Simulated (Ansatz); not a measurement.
Level of theory: DFT, BLYP, plane waves (420 eV) with PAW, scalar-relativistic in Ansatz 0.2.0. (PAW data from PBE, frozen cores regenerated.)

An element in the diamond structure gives this curve. The cell is scaled uniformly from the relaxed one, with fractional coordinates and shape fixed. Energies are extrapolated to zero smearing, pressures are those at the given smearing. Magnetic state: antiferromagnetic.

```csv
V (Å³/atom),E − E₀ (meV/atom),P (GPa),sphere moment (μB)
18.167,39.1,5.69,2.23
18.993,16.0,3.33,2.38
19.819,3.8,1.49,2.51
20.645,0.0,0.05,2.63
21.470,2.8,-1.08,2.75
22.296,10.8,-1.96,2.85
23.122,22.8,-2.66,2.95
```

(1) Which element is it?
A. iridium
B. rhodium
C. phosphorus
D. chromium

Answers

(1) D. Its fit is V₀ = 20.67 Å³/atom, B₀ = 32 GPa, B₀′ = 5.2.
